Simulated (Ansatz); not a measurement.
A strain series on SnSe2 (1T monolayer) with HSE06 in Ansatz; the unstrained cell is the r2SCAN minimum. All values are calculated for a non-magnetic cell, which may be hypothetical.

Input of the unstrained run:
```yaml
crystal:
  lattice:
    - [3.8351924853, 0.0, 0.0]
    - [-1.9175962427, 3.3213741206, 0.0]
    - [0.0, 0.0, 30.0650267632]
  atoms:
    - { symbol: Sn, position: [0.0, 0.0, 0.2993511388] }
    - { symbol: Se, position: [0.3333333333, 0.6666666667, 0.351692029] }
    - { symbol: Se, position: [0.6666666667, 0.3333333333, 0.2470102487] }
  periodic: [true, true, false]
kpoints:
  mp_grid: { grid: [6, 6, 1] }
  band_path:
    path:
      - [0.0, 0.0, 0.0]
      - [0.5, 0.0, 0.0]
      - [0.3333333333, 0.3333333333, 0.0]
      - [0.0, 0.130208, 0.0]
      - [0.0, 0.5, 0.0]
    npoints: 1
hamiltonian:
  xc: hse06
scf:
  occupations: { method: fixed }
  n_extra_bands: 4
output:
  forces: true
  stress: true
  eigenvalues: true
  write_density: true
  write_potential: true
  elf: true
  volumetric_format: npy
```

Its main results, and the levels near the gap at the points of the path (eV from the Fermi energy, bands numbered from 0, names kept under strain):
```
Crystal: 3 atoms, lattice volume = 382.972 Å³
Basis set: ecut = 420 eV, 7493 PW (Γ)
Symmetry: 12 space group operations
Space group: P-3m1 (ITA 164)
k-points: 7 of 36
Free energy (F): -16970.499541 eV
Fermi energy:    -6.583609 eV
--- Forces (eV/Å), atoms counted from 1 ---
  atom   1  Sn      0.00000      0.00000      0.00000
  atom   2  Se      0.00000      0.00000    -0.16127
  atom   3  Se      0.00000      0.00000      0.16127
--- 2D stress c σ (N/m, compression-positive) ---
       -0.469546       0.000000       0.000000
        0.000000      -0.469546       0.000000
        0.000000       0.000000       0.000000
  P = ½ c Tr σ = -0.4695 N/m
```
```tsv
point	band_20	band_21	band_22	band_23	band_24	band_25
Γ	-0.552	-0.089	-0.089	2.380	3.903	5.541
M	-2.471	-0.763	-0.347	1.497	4.985	6.431
K	-3.564	-0.895	-0.895	2.694	6.326	6.326
(0,0.130,0)	-1.065	-0.867	0.011	3.030	4.632	5.508
(0,1/2,0)	-2.471	-0.763	-0.347	1.497	4.985	6.431
```

Another run changes these blocks:
```yaml
crystal:
  lattice:
    - [3.9310722974, 0.0, 0.0]
    - [-1.9655361487, 3.4044084736, 0.0]
    - [0.0, 0.0, 30.0650267632]
  atoms:
    - { symbol: Sn, position: [0.0, 0.0, 0.2993511388] }
    - { symbol: Se, position: [0.3333333333, 0.6666666667, 0.3506577652] }
    - { symbol: Se, position: [0.6666666667, 0.3333333333, 0.2480445125] }
  periodic: [true, true, false]
kpoints:
  mp_grid: { grid: [6, 6, 1] }
  band_path:
    path:
      - [0.0, 0.0, 0.0]
      - [0.5, 0.0, 0.0]
      - [0.3333333333, 0.3333333333, 0.0]
      - [0.0, 0.15625, 0.0]
      - [0.0, 0.5, 0.0]
    npoints: 1
output:
  forces: true
  stress: true
  eigenvalues: true
```

```
Crystal: 3 atoms, lattice volume = 402.360 Å³
Basis set: ecut = 420 eV, 7949 PW (Γ)
Symmetry: 12 space group operations
Space group: P-3m1 (ITA 164)
k-points: 7 of 36
Free energy (F): -16970.452131 eV
Fermi energy:    -6.781072 eV
--- Forces (eV/Å), atoms counted from 1 ---
  atom   1  Sn      0.00000      0.00000      0.00000
  atom   2  Se      0.00000      0.00000    -0.16586
  atom   3  Se      0.00000      0.00000      0.16586
--- 2D stress c σ (N/m, compression-positive) ---
       -2.307244       0.000000       0.000000
        0.000000      -2.307244       0.000000
        0.000000       0.000000       0.000000
  P = ½ c Tr σ = -2.3072 N/m
```
```tsv
point	band_20	band_21	band_22	band_23	band_24	band_25
Γ	-0.595	-0.140	-0.140	2.121	3.714	5.418
M	-2.168	-0.525	-0.263	1.570	5.009	6.768
K	-3.245	-0.638	-0.638	2.811	6.555	6.555
(0,0.156,0)	-1.076	-0.713	0.001	2.865	4.563	5.635
(0,1/2,0)	-2.168	-0.525	-0.263	1.570	5.009	6.768
```

Question: Which strain is this, and what did it do?

Answer: In-plane biaxial +2.5 %, atoms relaxed again. HSE06: the gap goes from 1.486 to 1.569 eV (+0.083 eV); the edges go from Γ–M (0.26) → M to Γ–M (0.31) → M.

Uniaxial -2.5 % along y, other directions held. The input changes in these blocks:
```yaml
crystal:
  lattice:
    - [3.8351924853, 0.0, 0.0]
    - [-1.9175962427, 3.2383397676, 0.0]
    - [0.0, 0.0, 30.0650267632]
  atoms:
    - { symbol: Sn, position: [0.0, 0.0, 0.2993511388] }
    - { symbol: Se, position: [0.3340841082, 0.6681682165, 0.3522035442] }
    - { symbol: Se, position: [0.6659158918, 0.3318317835, 0.2464987334] }
  periodic: [true, true, false]
kpoints:
  mp_grid: { grid: [6, 6, 1] }
  band_path:
    path:
      - [0.0, 0.0, 0.0]
      - [0.5, 0.0, 0.0]
      - [0.3333333333, 0.3333333333, 0.0]
      - [-0.125, 0.002604, 0.0]
      - [0.0, 0.5, 0.0]
    npoints: 1
```

```
Crystal: 3 atoms, lattice volume = 373.397 Å³
Basis set: ecut = 420 eV, 7317 PW (Γ)
Symmetry: 4 space group operations
Space group: C2/m (ITA 12)
k-points: 13 of 36
Free energy (F): -16970.486504 eV
Fermi energy:    -6.429490 eV
--- Forces (eV/Å), atoms counted from 1 ---
  atom   1  Sn      0.00000      0.00000      0.00000
  atom   2  Se      0.00000    -0.00470    -0.15850
  atom   3  Se      0.00000      0.00470      0.15850
--- 2D stress c σ (N/m, compression-positive) ---
       -0.006993       0.000000       0.000000
        0.000000       1.327499       0.000000
        0.000000       0.000000       0.000000
  P = ½ c Tr σ = 0.6603 N/m
```
```tsv
point	band_20	band_21	band_22	band_23	band_24	band_25
Γ	-0.492	-0.168	-0.037	2.463	3.944	5.449
M	-2.435	-0.943	-0.365	1.481	5.009	6.189
K	-3.772	-1.101	-1.050	2.574	6.107	6.177
(-1/8,0.003,0)	-1.026	-0.850	0.016	3.084	4.692	5.382
(0,1/2,0)	-2.655	-0.927	-0.558	1.282	4.748	6.236
```

HSE06: the gap goes from 1.486 to 1.266 eV (-0.220 eV); the M points, equivalent before, split by 199 meV, and the conduction bottom lies at those like (0, 1/2, 0); the edges go from Γ–M (0.26) → M to (-1/8, 0.003, 0) → M.

In-plane biaxial -3.0 %. The input changes in these blocks:
```yaml
crystal:
  lattice:
    - [3.7201367107, 0.0, 0.0]
    - [-1.8600683554, 3.221732897, 0.0]
    - [0.0, 0.0, 30.0650267632]
  atoms:
    - { symbol: Sn, position: [0.0, 0.0, 0.2993511388] }
    - { symbol: Se, position: [0.3333333333, 0.6666666667, 0.3528865954] }
    - { symbol: Se, position: [0.6666666667, 0.3333333333, 0.2458156822] }
  periodic: [true, true, false]
kpoints:
  mp_grid: { grid: [6, 6, 1] }
  band_path:
    path:
      - [0.0, 0.0, 0.0]
      - [0.5, 0.0, 0.0]
      - [0.3333333333, 0.3333333333, 0.0]
      - [0.0, 0.104167, 0.0]
      - [0.0, 0.5, 0.0]
    npoints: 1
```

```
Crystal: 3 atoms, lattice volume = 360.338 Å³
Basis set: ecut = 420 eV, 7085 PW (Γ)
Symmetry: 12 space group operations
Space group: P-3m1 (ITA 164)
k-points: 7 of 36
Free energy (F): -16970.445935 eV
Fermi energy:    -6.293115 eV
--- Forces (eV/Å), atoms counted from 1 ---
  atom   1  Sn      0.00000      0.00000      0.00000
  atom   2  Se      0.00000      0.00000    -0.14609
  atom   3  Se      0.00000      0.00000      0.14609
--- 2D stress c σ (N/m, compression-positive) ---
        2.433592       0.000000       0.000000
        0.000000       2.433592       0.000000
        0.000000       0.000000       0.000000
  P = ½ c Tr σ = 2.4336 N/m
```
```tsv
point	band_20	band_21	band_22	band_23	band_24	band_25
Γ	-0.491	-0.023	-0.023	2.653	4.150	5.710
M	-2.538	-1.103	-0.456	1.386	4.911	5.972
K	-3.984	-1.245	-1.245	2.487	5.968	5.968
(0,0.104,0)	-0.870	-0.665	0.037	3.172	4.751	5.449
(0,1/2,0)	-2.538	-1.103	-0.456	1.386	4.911	5.972
```

HSE06: the gap goes from 1.486 to 1.349 eV (-0.137 eV); the edges go from Γ–M (0.26) → M to Γ–M (0.21) → M.

Uniaxial -3.0 % along x, other directions held. The input changes in these blocks:
```yaml
crystal:
  lattice:
    - [3.7201367107, 0.0, 0.0]
    - [-1.8600683554, 3.3213741206, 0.0]
    - [0.0, 0.0, 30.0650267632]
  atoms:
    - { symbol: Sn, position: [0.0, 0.0, 0.2993511388] }
    - { symbol: Se, position: [0.3323981717, 0.6647963434, 0.3522965083] }
    - { symbol: Se, position: [0.6676018283, 0.3352036566, 0.2464057693] }
  periodic: [true, true, false]
kpoints:
  mp_grid: { grid: [6, 6, 1] }
  band_path:
    path:
      - [0.0, 0.0, 0.0]
      - [0.5, 0.0, 0.0]
      - [0.3333333333, 0.3333333333, 0.0]
      - [0.0, 0.127604, 0.0]
    npoints: 1
output:
  forces: true
  stress: true
  eigenvalues: true
```

```
Crystal: 3 atoms, lattice volume = 371.482 Å³
Basis set: ecut = 420 eV, 7265 PW (Γ)
Symmetry: 4 space group operations
Space group: C2/m (ITA 12)
k-points: 13 of 36
Free energy (F): -16970.478974 eV
Fermi energy:    -6.340083 eV
--- Forces (eV/Å), atoms counted from 1 ---
  atom   1  Sn      0.00000      0.00000      0.00000
  atom   2  Se      0.00000      0.00559    -0.15477
  atom   3  Se      0.00000    -0.00559      0.15477
--- 2D stress c σ (N/m, compression-positive) ---
        1.795124       0.000000       0.000000
        0.000000       0.033519       0.000000
        0.000000       0.000000       0.000000
  P = ½ c Tr σ = 0.9143 N/m
```
```tsv
point	band_20	band_21	band_22	band_23	band_24	band_25
Γ	-0.532	-0.256	-0.069	2.420	3.883	5.410
M	-2.656	-1.023	-0.582	1.260	4.745	6.117
K	-3.872	-1.201	-1.139	2.493	6.001	6.094
(0,0.128,0)	-1.007	-1.000	0.013	3.059	4.756	5.243
```

HSE06: the gap goes from 1.486 to 1.247 eV (-0.239 eV).

No spin-orbit coupling is included; it can move band edges with weight on the heavy atoms by tenths of an eV.

The meshes of the hybrids are coarse, so their gaps aren't converged to the digits shown.
